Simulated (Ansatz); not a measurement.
The start is a relaxed Bi cell displaced along its unstable phonon at q = (½, ½, 0) of its primitive reciprocal cell (65i cm⁻¹), largest move 0.15 Å. The cell and all atomic positions are relaxed at zero pressure with PBEsol (plane waves to 420 eV, PAW, scalar-relativistic; Ansatz, a program for electronic structure). First-step values are on the input's coarse k-mesh.

Ansatz input (later rounds restart from its end on a renewed k-mesh):
Ansatz 0.2 input:
```yaml
crystal:
  lattice:
    - [4.6456894038, -4.4959062114, 0]
    - [4.6456894038, 0, 0]
    - [0, 0, 6.3472326021]
  atoms:
    - { symbol: Bi, position: [0.4353456483, 0.0646543517, 0.7736323465] }
    - { symbol: Bi, position: [0.9353456483, 0.0646543517, 0.7263676535] }
    - { symbol: Bi, position: [0.5646543517, 0.9353456483, 0.2263676535] }
    - { symbol: Bi, position: [0.0646543517, 0.9353456483, 0.2736323465] }
basis: { ecutwfc: 420, ecutrho_ratio: 4, xc_grid: 2, fft_grid_basis: typed }
kpoints: { mp_grid: { grid: [10, 10, 5] } }
hamiltonian:
  xc: pbesol
  dispersion: none
  pseudopotentials: { azcp: { folder: ./paw }, kind: paw }
scf: { occupations: { method: fermi_dirac, width: 0.05 } }
relax: { f_tol: 0.01, max_steps: 100, cell: { stress_tol: 0.02 } }
output: { forces: true, stress: true }
```

Question: Which atoms feel the largest initial force, and how large is it?

Answer: 0.43 eV/Å, on Bi1, Bi2, Bi3, Bi4 (atoms numbered as listed).

Question: How does the volume per atom move from start to end?

Answer: +3.4 %, from 33.14 to 34.28 Å³/atom.

Question: Does it find its way back to the structure it was made from?

Answer: It does not go back: it reaches I4/mmm (No. 139), 0.02 eV/atom below the parent.

Question: How do the shortest distances between atoms change?

Answer: The closest pairs of elements (up to four, under 3.6 Å), start → end: Bi–Bi 2.93 → 3.01 Å.

Question: What band gap does the relaxed structure have at this level?

Answer: Zero (metallic).

Final values are on a 14×14×14 k-mesh of the relaxed cell. No spin polarisation in the result.

The run could not lose the symmetry of its start: the end is stationary, and may be a saddle point rather than a minimum.

The relaxed structure here is a generated cell of Bi: the first start was made by placing the elements on the sites of a structure type, and the end was not matched to a known phase here, so it may be hypothetical. Known forms of Bi include space group No. 166.
